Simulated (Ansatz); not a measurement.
Starting cell, Tl (hcp, Mg type):

```
CELL_PARAMETERS angstrom
      7.03993     0.00000     0.00000
     -1.75998     3.04838     0.00000
      0.00000     0.00000     5.60163
ATOMIC_POSITIONS crystal
  Tl 0.16667 0.66667 0.75000
  Tl 0.66667 0.66667 0.75000
  Tl 0.33333 0.33333 0.25000
  Tl 0.83333 0.33333 0.25000
```

In this cell atom 1 (Tl, nearest neighbour Tl at 3.460 Å; its periodic images, 3.5 Å or more away, move with it) is moved by s along Cartesian [110], unit vector (0.707, 0.707, 0.000); all other atoms and the cell stay fixed.

Method: r2SCAN (plane waves to 500 eV, PAW, scalar-relativistic; Ansatz, a first-principles code). k mesh 6×12×7 (Γ-centred), Fermi-Dirac smearing 0.05 eV. The energy includes the smearing's −TS. Compression counts positive. With partly filled bands, energies and forces of such displacements shift with the k mesh and the smearing. F∥ is the force on the atom along that direction. F⊥ is the part of the force across the line. Spin-orbit coupling is left out, though Tl is heavy. Tl was relaxed with its symmetry unable to fall. The zero of ΔE is the undisplaced structure.

```csv
s (Å),ΔE (meV/cell),|F⊥| (eV/Å),F∥ (eV/Å),P (GPa)
-0.350,113,0.138,0.688,0.6
-0.280,70,0.108,0.525,0.4
-0.210,39,0.078,0.379,0.2
-0.140,17,0.050,0.246,0.1
-0.070,4,0.024,0.120,0.0
0.000,0,0.000,0.000,0.0
0.070,4,0.021,-0.116,0.0
0.140,16,0.038,-0.232,0.1
0.210,37,0.052,-0.352,0.2
0.280,66,0.062,-0.479,0.4
0.350,104,0.068,-0.616,0.6
```

Derived quantities:

```
Item                                                                                                                                             Result
--------------------------------------------------------  ---------------------------------------------------------------------------------------------
Energy at s = 0.350 Å                                                                                                                      104 meV/cell
Force along the line at s = -0.350 Å                                                                                                         0.688 eV/Å
Symmetry of the curve                                                                               not even: the negative side lies higher at ±0.350 Å
Shape of the curve                                                                       a single well with its minimum at or next to zero displacement
Force constant k = d²E/ds² at s = 0 (finite differences)                                                                                     1.68 eV/Å²
Harmonic estimate at the end of the scan                  ½ks² = 103 meV/cell against the computed 104 meV/cell, so the well is close to harmonic there
```

(For displaced atoms, the force is minus the slope of the energy, and its curvature is a force constant, which sets phonon frequencies.)
